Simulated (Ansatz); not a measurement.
A geometry of SnO$_{2}$ away from equilibrium: the start of the relaxation of a generated cell, SnO2 built in the CdI2 structure type. These are r2SCAN (plane waves to 500 eV, PAW, scalar-relativistic; Ansatz, a first-principles code) values and carry that method's errors. Γ-centred k-mesh 9×9×5 on the run's cell (coarser than for final values), Fermi–Dirac smearing 0.05 eV.

```xyz
3
Lattice="3.0066 0.0000 0.0000 -1.5033 2.6038 0.0000 0.0000 0.0000 4.8503" Properties=species:S:1:pos:R:3 pbc="T T T"
Sn     0.0000     0.0000     0.0000
O      0.0000     1.7359     1.2223
O      1.5033     0.8679     3.6280
```

Q: What forces act on the atoms (eV/Å)?

A: 
| atom | Fx | Fy | Fz |
|---|---|---|---|
| Sn1 | 0.00 | 0.00 | 0.00 |
| O2 | 0.00 | 0.00 | -2.49 |
| O3 | 0.00 | 0.00 | 2.49 |

Q: What is the pressure?

A: +3.0 GPa, compression positive.

No spin polarisation in the result. Without a van der Waals term the distances between weakly bound units are poorly fixed.

The run could not lose the symmetry of its start; a randomly shaken copy of 6 atoms returns to this structure.

The end of the path is a generated cell of SnO2: the first start was made by placing the elements on the sites of a structure type, and the end was not matched to a known phase here, so it may be hypothetical. Known forms of SnO2 include space group No. 136.
